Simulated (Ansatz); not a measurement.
Question: Mg (A15 (β-W type), Pm-3n) is relaxed with PBEsol (plane waves, PAW; program Ansatz). What lattice parameters of the conventional cell result?

Answer: a = 5.690 Å.

The start of the workflow was typed in or built on a structure type; neither database checked (COD, Materials Project) lists it. It is not the phase usual at ambient conditions (space group No. 194). The PBEsol relaxation kept the symmetry of its start; its stability against distortions is not shown here.

Potentials: the later of the program's two PAW sets.
